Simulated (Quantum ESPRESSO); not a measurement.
## InRu4Li2Mg (a curve over one atom's position)

Simulated, not a measurement. The program is pw.x of Quantum ESPRESSO 7.5 (plane-wave density functional theory). The cell is made up: eight metal atoms on a hexagonal close-packed lattice, with elements, volume, strain and displacements drawn at random and not relaxed, so it may be unstable or far from any real phase. PseudoDojo standard norm-conserving files set the functional (PBE unless stated); there is no spin polarisation or spin-orbit coupling, the Fermi-Dirac width of 0.25 eV means electrons at about 2900 K, and the masses in the input are unused placeholders. A spin test at this wide smearing found no moment, but such smearing suppresses magnetism that the real alloy may have.

Seven runs move atom 4 (Mg, counted in the order of the input) along x and keep all else fixed.

Input of the run at -0.0160:

```
&control calculation='scf', pseudo_dir='./dojo.nc.sr.pbe.v0_5.standard.upf', outdir='./o', disk_io='minimal', tprnfor=.true., tstress=.true. /
&system ibrav=0, nat=8, ntyp=4, nbnd=60, ecutwfc=84.00895049, nosym=.true., tot_charge=0,
 occupations='smearing', smearing='fd', degauss=0.0183746611
/
&electrons conv_thr=1.470e-08, electron_maxstep=70, mixing_beta=0.5 /
ATOMIC_SPECIES
In 1.0 In.upf
Li 1.0 Li.upf
Mg 1.0 Mg.upf
Ru 1.0 Ru.upf
CELL_PARAMETERS angstrom
-2.9316 0.0 0.0
0.0 5.0778 -4.757
0.0 -5.0778 -4.757
ATOMIC_POSITIONS angstrom
In 0.0992 -0.0015 0.1237
Ru -0.0728 1.5492 -2.4243
Li -0.0656 -0.019 -4.7427
Mg 0.0451 1.7665 -7.1151
Ru -1.5337 -0.8293 -2.3489
Li -1.4947 -2.4513 -4.8015
Ru -1.6889 -0.851 -6.9735
Ru -1.5468 2.6118 -4.6258
K_POINTS automatic
8 4 4 1 1 1
```

| shift of atom 4 along x (Å) | free energy less that of the input shown (eV) | Fx on atom 4 (eV/Å) | Fy on atom 4 (eV/Å) | Fz on atom 4 (eV/Å) | pressure (GPa) | iterations |
| --- | --- | --- | --- | --- | --- | --- |
| -0.1412 | -0.0215 | -0.057 | 0.193 | 0.979 | -13.16 | 16 |
| -0.0879 | -0.0157 | -0.149 | 0.207 | 0.983 | -13.14 | 16 |
| -0.0607 | -0.0110 | -0.203 | 0.214 | 0.980 | -13.12 | 16 |
| -0.0160 | 0.0000 | -0.281 | 0.217 | 0.980 | -13.09 | 16 |
| +0.0797 | 0.0348 | -0.440 | 0.210 | 0.964 | -12.98 | 16 |
| +0.0932 | 0.0409 | -0.463 | 0.208 | 0.959 | -12.96 | 16 |
| +0.1137 | 0.0508 | -0.503 | 0.203 | 0.955 | -12.93 | 16 |

A cubic fit gives dFx/dx = -1.70 eV/Å² at zero shift. Across the table the energy follows minus the integral of the force to 0.8 meV. A rerun of one of the cells at a higher cutoff and on a denser mesh moved values by no more than 0.004 eV in energy, 0.06 GPa in stress and 0.010 eV/Å in force, and a second program with other atomic files agreed on that cell to 2 % rms in force and 0.5 GPa in pressure.